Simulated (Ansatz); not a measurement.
# Relaxation path: hcp Zr (0001), 4 layers

DFT, PBE, PAW with Ansatz's default frozen-core files, scalar-relativistic (Ansatz 0.2.0); a Γ-centred 15×15×1 k mesh, Fermi–Dirac smearing of 0.08 eV, no spin polarisation. The run relaxes the atoms in the fixed cell.

Command: `ansatz run input.yaml --threads 1 --pin off --max-ram 3584MiB --backend cpu --events-out ev --progress --plain --runs-dir out` It took 79 s on 1 thread of Intel(R) Xeon(R) Platinum 8488C (Sapphire Rapids) (shared host), peak memory 0.54 GiB.

```yaml
crystal:
  lattice:
    - [3.231099295, 0.0, 0.0]
    - [-1.6155496475, 2.7982140717, 0.0]
    - [0.0, 0.0, 23.7627]
  atoms:
    - { symbol: Zr, position: [0.833333333, 0.166666667, 0.3366620013] }
    - { symbol: Zr, position: [0.166666667, 0.833333333, 0.4455540007] }
    - { symbol: Zr, position: [0.833333333, 0.166666667, 0.5544459993] }
    - { symbol: Zr, position: [0.166666667, 0.833333333, 0.6633379987] }
kpoints:
  mp_grid: { grid: [15, 15, 1] }
scf:
  occupations: { method: fermi_dirac, width: 0.08 }
hamiltonian:
  xc: pbe
  pseudopotentials: { kind: paw }
output:
  forces: true
  stress: true
  eigenvalues: true
relax:
  f_tol: 0.01
  max_steps: 40
efield:
  axis: 3
  amplitude: 0
  dipole_correction: true
```

Each step lists its free energy a cell above the last geometry, and Cartesian positions (Å) with forces (eV/Å).

The first step:

```
step 1  dF = 89.13 meV
  Zr 2.4233 0.4664 8.0000   0.0000 0.0000 0.4448
  Zr -0.8078 2.3318 10.5876   0.0000 0.0000 -0.6060
  Zr 2.4233 0.4664 13.1751   0.0000 0.0000 0.6060
  Zr -0.8078 2.3318 15.7627   0.0000 0.0000 -0.4448
```

Task: Where does the relaxation end, and by which steps?

Result: After 4 geometries, with a shortest distance of 3.063 Å. The further steps:
```
step 2  dF = 27.62 meV
  Zr 2.4233 0.4664 8.1737   0.0000 0.0000 -0.3671
  Zr -0.8078 2.3318 10.5234   0.0000 0.0000 0.3755
  Zr 2.4233 0.4664 13.2393   0.0000 0.0000 -0.3756
  Zr -0.8078 2.3318 15.5890   0.0000 0.0000 0.3671
step 3  dF = 1.24 meV
  Zr 2.4233 0.4664 8.0898   0.0000 0.0000 0.0711
  Zr -0.8078 2.3318 10.5355   0.0000 0.0000 -0.0617
  Zr 2.4233 0.4664 13.2272   0.0000 0.0000 0.0617
  Zr -0.8078 2.3318 15.6729   0.0000 0.0000 -0.0711
step 4  dF = 0.00 meV
  Zr 2.4233 0.4664 8.1062   0.0000 0.0000 0.0055
  Zr -0.8078 2.3318 10.5359   0.0000 0.0000 -0.0094
  Zr 2.4233 0.4664 13.2268   0.0000 0.0000 0.0094
  Zr -0.8078 2.3318 15.6565   0.0000 0.0000 -0.0055
step 5  dF = 0.00 meV  (same geometry, solved once more)
  Zr 2.4233 0.4664 8.1062   0.0000 0.0000 0.0055
  Zr -0.8078 2.3318 10.5359   0.0000 0.0000 -0.0095
  Zr 2.4233 0.4664 13.2268   0.0000 0.0000 0.0095
  Zr -0.8078 2.3318 15.6565   0.0000 0.0000 -0.0055
```
